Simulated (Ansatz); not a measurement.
Te2Mo in space group P6_3/mmc (No. 194; Mo on 2c, Te on 4f) under volume change, the program Ansatz at the LDA level (PAW), shape and atoms relaxed at each volume.

```tsv
V (Å³/atom)	E − E(relaxed) (meV/atom)	P (GPa)
21.824	(withheld)	(withheld)
22.544	13.6	3.38
23.263	(withheld)	(withheld)
23.983	0.0	0.00
24.702	2.3	-0.94
25.422	7.8	-1.45
26.141	14.8	-1.64
```

Question: Complete the blanks.

Answer: 
- 21.824, E − E(relaxed) (meV/atom): 34.4
- 21.824, P (GPa): 5.98
- 23.263, E − E(relaxed) (meV/atom): 3.0
- 23.263, P (GPa): 1.44

Question: What does a third-order Birch–Murnaghan fit give for V₀, B₀ and B′?

Answer: V₀ = 24.00 Å³/atom, B₀ = 36.8 GPa, B′ = 12.7.

The cell was relaxed with LDA under the symmetry of its start; of distortions, only those at the zone centre were tested. No spin polarisation was allowed. The volume moved by -17 % from the start of the relaxation. A crystal of weakly bound layers computed without a dispersion correction: the cell and the soft elastic constants depend strongly on that. Spin–orbit coupling is left out wherever it is not named.

Potentials: the later of the program's two PAW sets.
